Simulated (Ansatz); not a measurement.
The start is a randomly generated symmetric cell of K (space group No. 141). The cell and all atomic positions are relaxed at zero pressure with PBEsol (plane waves to 420 eV, PAW, scalar-relativistic; Ansatz, a first-principles code). First-step values are on the input's coarse k-mesh.

Ansatz input (later rounds restart from its end on a renewed k-mesh):
Ansatz 0.2 input:
```yaml
crystal:
  lattice:
    - [-2.7628777, 2.7628777, 5.2185913]
    - [2.7628777, -2.7628777, 5.2185913]
    - [2.7628777, 2.7628777, -5.2185913]
  atoms:
    - { symbol: K, position: [0, 0, 0] }
    - { symbol: K, position: [0.75, 0.25, 0.5] }
basis: { ecutwfc: 420, ecutrho_ratio: 4, xc_grid: 2, fft_grid_basis: typed }
kpoints: { mp_grid: { grid: [8, 8, 8] } }
hamiltonian:
  xc: pbesol
  dispersion: none
  pseudopotentials: { azcp: { folder: ./paw }, kind: paw }
scf: { occupations: { method: fermi_dirac, width: 0.05 } }
relax: { f_tol: 0.01, max_steps: 100, cell: { stress_tol: 0.02 } }
output: { forces: true, stress: true }
```

Question: By how much does the energy per atom fall from start to end?

Answer: 0.23 eV/atom.

Question: How does the volume per atom move from start to end?

Answer: -7.2 %, from 79.67 to 73.90 Å³/atom.

The space group stays I4₁/amd (No. 141) (the run could not lower it), with 2 atoms in the primitive cell. Final values are on a 15×15×15 k-mesh of the relaxed cell. No spin polarisation in the result.

The run could not lose the symmetry of its start: the end is stationary, and may be a saddle point rather than a minimum.

All atoms sit on sites fixed by symmetry, so only the cell could relax.

The relaxed structure here is a generated cell of K: the first start was made by a random draw of sites in a space group, and the end was not matched to a known phase here, so it may be hypothetical. Known forms of K include space group No. 229.
